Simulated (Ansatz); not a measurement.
K3GaF6:
```
K3GaF6
1.0
    0.00000     4.34795     4.34795
    4.34795     0.00000     4.34795
    4.34795     4.34795     0.00000
K Ga F
3 1 6
Cartesian
  2.17397   2.17397   2.17397
  6.52192   6.52192   6.52192
  4.34795   4.34795   4.34795
  0.00000   0.00000   0.00000
  1.88901   4.34795   4.34795
  6.80689   4.34795   4.34795
  4.34795   1.88901   4.34795
  4.34795   6.80689   4.34795
  4.34795   4.34795   1.88901
  4.34795   4.34795   6.80689
```

Plane-wave PAW r²SCAN (Ansatz code) gives a gap of 6.97 eV without spin–orbit coupling, maximum on the Γ–X line, 2 % of the way from Γ, minimum at Γ.

Question: What happens when spin–orbit coupling is switched on?

Answer: The gap falls by 0.01 eV, to 6.96 eV; maximum at Γ, minimum at Γ.

Question: Give the electron effective mass with spin–orbit coupling.

Answer: 0.55 mₑ (isotropic).

Question: Give the hole effective mass with spin–orbit coupling, band 1 of 2 at the edge.

Answer: 11 along [100], 7.6 along [110], 6.5 along [111] (mₑ).

Question: Give the hole effective mass with spin–orbit coupling, band 2 of 2 at the edge.

Answer: 3.9 along [100], 4.6 along [110], 5.1 along [111] (mₑ).

Space group Fm-3m. The first step of the workflow began from a Materials Project structure, measured or hypothetical; the Crystallography Open Database files this formula in space group No. 225, but the cells were not matched. Whether it is the stable phase at ambient conditions was not checked. Symmetry was held in the r²SCAN relaxation; whether a distortion lowers the energy is not shown.

Potentials: the later of the program's two PAW sets.
